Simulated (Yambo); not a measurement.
Yambo run on NaCaIrH6 (space group F-43m, No. 216). The wavefunctions come from this Quantum ESPRESSO step (LDA, PseudoDojo standard norm-conserving files, scalar-relativistic):

```
&CONTROL
  calculation = 'nscf'
  pseudo_dir = './pseudo'
  outdir = './out'
/
&SYSTEM
  ibrav = 0
  nat = 9
  ntyp = 4
  ecutwfc = 88.0
  ecutrho = 352.0
  occupations = 'fixed'
  force_symmorphic = .true.
  nbnd = 141
/
&ELECTRONS
  conv_thr = 9.000000000000001e-09
  diago_full_acc = .true.
  diago_thr_init = 1e-08
/
ATOMIC_SPECIES
H 1.0080 H.upf
Na 22.9898 Na.upf
Ca 40.0780 Ca.upf
Ir 192.2170 Ir.upf
CELL_PARAMETERS angstrom
  0.000000000000   3.613040000000   3.613040000000
  3.613040000000   0.000000000000   3.613040000000
  3.613040000000   3.613040000000   0.000000000000
ATOMIC_POSITIONS crystal
H   0.767380000000   0.232620000000   0.232620000000
H   0.767380000000   0.767380000000   0.232620000000
H   0.232620000000   0.767380000000   0.767380000000
H   0.232620000000   0.232620000000   0.767380000000
H   0.232620000000   0.767380000000   0.232620000000
H   0.767380000000   0.232620000000   0.767380000000
Na   0.750000000000   0.750000000000   0.750000000000
Ca   0.250000000000   0.250000000000   0.250000000000
Ir   0.000000000000   0.000000000000   0.000000000000
K_POINTS automatic
4 4 4 0 0 0
```

Yambo input:

```
rim_cut
gw0
dyson
el_el_corr
HF_and_locXC
ppa
em1d
RandQpts= 1000000
RandGvec= 1 Ry
EXXRLvcs= 88 Ry
VXCRLvcs= 352 Ry
Chimod= "HARTREE"
% BndsRnXp
 6 | 140 |
%
NGsBlkXp= 7 Ry
% LongDrXp
 1.0 | 1.0 | 1.0 |
%
PPAPntXp= 27.2114 eV
% GbndRnge
 1 | 140 |
%
GTermKind= "BG"
DysSolver= "n"
ExtendOut
% QPkrange
 7 | 7 | 21 | 22 |
 8 | 8 | 21 | 22 |
%
```

k points by index: 7 = X, 8 = W.

Table of the .qp output:

```
#    K-point    Band    Eo [eV]    E [eV]    E-Eo [eV]    Vxc [eV]    Vnlxc [eV]    Sc|Eo [eV]    Sc|E [eV]    dSc/dw|Eo [eV]    Re(Z)    Im(Z)
#
    7    21    -0.002919    -0.535917    -0.532998    -18.52294    -22.54915    3.352277    3.493220    -7.193735    0.790908    -0.001440
    7    22    3.184637    4.257385    1.072748    -13.40219    -9.004364    -3.104206    -3.325076    -5.602090    0.829273    -0.001149
    8    21    0.000000    -0.529800    -0.529800    -18.53625    -22.55931    3.353187    3.493263    -7.192665    0.790933    -0.001439
    8    22    4.047892    5.159277    1.111384    -13.41542    -8.776059    -3.294851    -3.527981    -5.707481    0.826618    -0.001172
```
(The two width columns are left out.) Convergence of these settings isn't established.

Spin-orbit coupling is not included.

Geometry of the Materials Project entry, not relaxed at this level.

The structure is a Materials Project entry; no match was found in the copy of COD used, and its stability was not checked.
